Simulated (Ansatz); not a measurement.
CrF6:
```cif
data_Cr3F18
_chemical_formula_sum 'Cr3 F18'
_space_group_name_H-M_alt 'R-3 :H'
_space_group_IT_number 148
_space_group_name_Hall '-R 3'
_cell_length_a 4.80813
_cell_length_b 4.80813
_cell_length_c 13.16164
_cell_angle_alpha 90.000
_cell_angle_beta 90.000
_cell_angle_gamma 120.000
loop_
_atom_site_label
_atom_site_type_symbol
_atom_site_symmetry_multiplicity
_atom_site_Wyckoff_symbol
_atom_site_fract_x
_atom_site_fract_y
_atom_site_fract_z
_atom_site_occupancy
Cr1 Cr 3 a 0.00000 0.00000 0.00000 1
F1 F 18 f 0.29106 0.29511 0.07571 1
```
(The calculation used a cell of 7 atoms; values per cell refer to that cell.)

Relaxed with r²SCAN+D4. DFT-r²SCAN+D4 in the program Ansatz with PAW potentials gives a gap of 2.13 eV.

Q: What gap does HSE06 give on the same cell (Ansatz, PAW)?

A: 3.42 eV, 1.28 eV more. The hybrid was solved on a coarser mesh and at special points; the gap given is the minimum over both.

```
k   v1 r²SCAN+D4  c1 r²SCAN+D4    v1 HSE06    c1 HSE06
--  ------------  ------------  ----------  ----------
Γ          -0.19          2.13       -0.18        3.42
T          -0.14          2.29  (withheld)  (withheld)
L          -0.08          2.17       -0.08        3.46
F           0.00          2.19  (withheld)  (withheld)
S0          0.00          2.28  (withheld)  (withheld)
H0         -0.02          2.31  (withheld)  (withheld)
```

Q: Top valence (v1) and lowest conduction level (c1) in eV from each method's valence maximum (which need not be a listed point): supply the withheld HSE06 values.

A: 
- F, v1 HSE06: 0.00
- F, c1 HSE06: 3.48
- T, v1 HSE06: -0.14
- T, c1 HSE06: 3.59
- S0, v1 HSE06: 0.00
- S0, c1 HSE06: 3.57
- H0, v1 HSE06: -0.03
- H0, c1 HSE06: 3.60

Cost on shared cores: the r²SCAN+D4 run (SCF on a 7×7×7 mesh, then bands and DOS) about 90 core-seconds (a rough figure), the HSE06 run (SCF on 4×4×4, then a few points) very roughly 2.4 core-minutes; the tasks are unlike.

The workflow started from a Materials Project entry (that database holds measured and hypothetical structures alike); the Crystallography Open Database copy checked does not list it. Whether it is the stable phase at ambient conditions was not checked. The r²SCAN+D4 relaxation kept the symmetry of its start; its stability against distortions is not shown here. The run is not spin-polarised. No Hubbard U is applied.

Potentials: the later of the program's two PAW sets.
